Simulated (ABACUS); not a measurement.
Consider a self-consistent single point of SnO (P4/nmm, 4 atoms in the cell; from Materials Project mp-2097, changed as shown).

```
SnO
1.0
    3.73743     0.00000     0.00000
    0.00000     3.73743     0.00000
    0.00000     0.00000     4.78917
Sn O
2 2
Direct
  0.00000   0.50000   0.23537
  0.50000   0.00000   0.76463
  0.50000   0.50000   0.00000
  0.00000   0.00000   0.00000
```

Computed with PBE, numerical atomic orbitals DZP (confined pseudo-atomic orbitals with Gaussian additions; energy shift 0.01 Ry), PseudoDojo 0.5 standard norm-conserving PBE (tails mended) pseudopotentials (ABACUS 3.10.1).

ABACUS settings:

| setting | value |
|---|---|
| basis | DZP numerical atomic orbitals, energy shift 0.01 Ry |
| KPT | Gamma 6 6 4 0 0 0 |
| basis_type | lcao |
| dft_functional | PBE |
| ecutwfc | 100 Ry |
| smearing_method | fd |
| smearing_sigma | 0.000734986 Ry |
| potentials | PseudoDojo 0.5 standard norm-conserving PBE (tails mended) |
| symmetry | 1 |
| symmetry_prec | 1e-05 |
| ks_solver | genelpa |
| scf_nmax | 100 |
| scf_thr | 1.0e-07 |
| mixing_type | pulay |
| mixing_beta | 0.4 |

Results:

```
Quantity                                                  Value
------------------------------------------------  -------------
Number of valence electrons                                  40
Number of bands                                              30
Number of k-points after the program's reduction             30
Size of the basis                                            76
Number of SCF iterations                                     11
Free energy E − TS                                -5190.1156 eV
Fermi level (on the code's own zero)                   11.16 eV
Pressure                                              12.20 GPa
Largest force (vector length)                        1.817 eV/Å
```

Forces (eV/Å):
| atom | Fx | Fy | Fz |
|---|---|---|---|
| Sn1 | 0.000 | 0.000 | 1.817 |
| Sn2 | 0.000 | 0.000 | -1.817 |
| O3 | 0.000 | 0.000 | 0.000 |
| O4 | 0.000 | 0.000 | 0.000 |

Stress (GPa, positive for compression):
```
13.09   0.00   0.00
 0.00  13.09   0.00
 0.00   0.00  10.40
```

For comparison: a first run was changed to give this one (lattice scaled by 0.98), and from it to this one the free energy goes up by 54.5 meV/atom, the pressure goes from 4.82 to 12.20 GPa and the largest force goes from 0.721 to 1.817 eV/Å.

The atom-centred basis is finite, which shifts total energies, pressures and forces against plane waves. Forces above 1 eV/Å remain at this geometry, of which the finite basis can carry a part. The structure comes from a collection of computed structures, made at another level of theory; the collection holds predicted forms beside known ones. No clean gap shows at this smearing width and mesh (spacing up to 0.33 Å⁻¹); the mesh is coarse for partly filled bands, so the values carry mesh errors. Semi-local functionals can close small gaps.

Cost on one core: roughly 24 core-seconds.

The atomic orbitals were generated for these runs; they are not ABACUS's published sets and were checked against plane waves on a few crystals only.

“Tails mended”: in these copies of the files the far tail of each local potential was reset to the Coulomb form.
